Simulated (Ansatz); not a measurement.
**Kick test of a cell of MgZn2S3**

It was reached by relaxing an invented guess, and it needn't be the stable form of this composition.

Method: Ansatz 0.2.0, DFT PBE, scalar-relativistic, plane waves, PAW. Settings: cutoff 420 eV, Γ-centred mesh 6×6×4 on the computed 12-atom cell, Gaussian smearing of 0.02 eV; no spin polarisation.

The cell below (12 atoms, space group P31m (No. 157)) is relaxed within its symmetry.

```
Mg Zn S
1.0
     6.77629    0.00000    0.00000
    -3.38815    5.86844    0.00000
     0.00000    0.00000    6.38231
Mg Zn S
2 4 6
Cartesian
  3.3881 1.9561 6.3727
  0.0000 3.9123 6.3727
  2.2371 0.0000 3.1925
  -1.1186 1.9374 3.1925
  2.2696 3.9310 3.1925
  0.0000 0.0000 6.3796
  0.0000 0.0000 2.3726
  3.3881 1.9561 2.4612
  0.0000 3.9123 2.4612
  2.1894 0.0000 5.5522
  -1.0947 1.8961 5.5522
  2.2934 3.9724 5.5522
```

For the test it was strained at random (σ = 1.5 % a component), the atoms were moved at random (σ = 0.15 Å), and all was relaxed again on a coarse 2×3×3 mesh (in the run’s order of axes) with 0.10 eV smearing, with no symmetry imposed.

Problem. What happens?

Solution. It returns, within 1 meV/atom of the unmoved cell on that mesh and with the same symmetry when read at 0.1 Å. So it is stable against the distortions that fit this cell and that this random move excites. Modes that don't fit the cell aren't tested.
